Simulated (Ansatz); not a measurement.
What a change of settings does to a run on KMgH$_{3}$

The cell is the one relaxed in the Materials Project (mp-23737), not relaxed further here; entries there can be hypothetical.

First run: DFT, r2SCAN, PAW with Ansatz's default frozen-core files, scalar-relativistic (Ansatz 0.2.0).

Command: `ansatz run input.yaml --threads 2 --pin off --max-ram 6144MiB --backend cpu --events-out ev --progress --plain --runs-dir out` The run took about 15 s on 2 threads of a shared machine.

```yaml
crystal:
  lattice:
    - [3.988098, 0.0, 0.0]
    - [0.0, 3.988098, 0.0]
    - [0.0, 0.0, 3.988098]
  atoms:
    - { symbol: K, position: [0.0, 0.0, 0.0] }
    - { symbol: Mg, position: [0.5, 0.5, 0.5] }
    - { symbol: H, position: [0.5, 0.0, 0.5] }
    - { symbol: H, position: [0.5, 0.5, 0.0] }
    - { symbol: H, position: [0.0, 0.5, 0.5] }
kpoints:
  mp_grid: { grid: [5, 5, 5] }
  band_path:
    path:
      - [0.0, 0.0, 0.0]
      - [0.0, 0.5, 0.0]
      - [0.5, 0.5, 0.0]
      - [0.0, 0.0, 0.0]
      - [0.5, 0.5, 0.5]
      - [0.0, 0.5, 0.0]
      - [0.5, 0.5, 0.5]
      - [0.5, 0.5, 0.0]
    npoints: 8
scf:
  occupations: { method: fermi_dirac, width: 0.02 }
hamiltonian:
  xc: r2scan
  pseudopotentials: { kind: paw }
output:
  forces: true
  stress: true
  eigenvalues: true
  efg: { contact_densities: true }
  populations: true
  bader: true
  dos: { projected: true, de: 0.2, e_range: [-14, 8] }
  write_density: true
  write_potential: true
  elf: true
  volumetric_format: npy
```

Result: converged; pressure 0.10 GPa; gap on the k mesh 3.89 eV (the mesh can miss the band edges); 6 SCF iterations.

A second run of a changed input logged this at its end:

```
Error: YAML parse error: error: line 38 column 12: unknown unit factor `ev` — a unit is read by its exact case: `eV` is a unit here, `ev` is not
  --> <input>:38:12
   |
36 |   populations: true
37 | basis:
38 |   ecutwfc: "520 ev"
   |            ^ unknown unit factor `ev` — a unit is read by its exact case: `eV` is a unit here, `ev` is not
```

Problem. What was wrong with the input?

Solution. A cutoff in the wrong unit, by this change (others could give a like log):
```diff
@@ -25,4 +25,5 @@
 scf:
   occupations: { method: fermi_dirac, width: 0.02 }
+  max_iter: 80
 hamiltonian:
   xc: r2scan
@@ -34,9 +35,5 @@
   efg: { contact_densities: true }
   populations: true
-  bader: true
-  dos: { projected: true, de: 0.2, e_range: [-14, 8] }
-  write_density: true
-  write_potential: true
-  elf: true
-  volumetric_format: npy
+basis:
+  ecutwfc: "520 ev"
```
